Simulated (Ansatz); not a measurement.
Ti (hcp, Mg type)

```
CELL_PARAMETERS angstrom
      2.93914     0.00000     0.00000
     -1.46957     2.54537     0.00000
      0.00000     0.00000     4.65010
ATOMIC_POSITIONS crystal
  Ti 0.33333 0.66667 0.75000
  Ti 0.66667 0.33333 0.25000
```

In this cell atom 2 (Ti, nearest neighbour Ti at 2.878 Å; its periodic images, 2.9 Å or more away, move with it) is moved by s along Cartesian [110], unit vector (0.707, 0.707, 0.000); all other atoms and the cell stay fixed.

Method: PBE (plane waves to 420 eV, PAW, scalar-relativistic; Ansatz, a program for electronic structure). k mesh 15×15×8 (Γ-centred), Fermi-Dirac smearing 0.05 eV. Energies are smeared free energies. With partly filled bands, energies and forces of such displacements shift with the k mesh and the smearing. Ti is run without spin polarisation. Ti was relaxed with its symmetry unable to fall. ΔE is measured from the undisplaced structure. The last digit holds for this mesh only.

| s (Å) | ΔE (meV/cell) |
|---|---|
| -0.290 | 56.21 |
| -0.232 | 37.48 |
| -0.174 | 21.89 |
| -0.116 | 10.05 |
| -0.058 | 2.58 |
| 0.000 | 0.00 |
| 0.058 | 2.64 |
| 0.116 | 10.51 |
| 0.174 | 23.23 |
| 0.232 | 40.04 |
| 0.290 | 59.97 |

**Question.** What force constant k = d²E/ds² at s = 0 does the table give?

**Answer.** 1.6 eV/Å². It is the second difference of the nearest points, corrected with the next pair.

**Question.** With k = 1.56 eV/Å² from the forces, is the well harmonic out to s = 0.290 Å?

**Answer.** ½ks² = 65.6 meV/cell against the computed 60.0 meV/cell, so the well is softer than harmonic there.

(A displaced cell: forces are minus the slopes of the energy, force constants its curvatures, and phonons follow from these.)
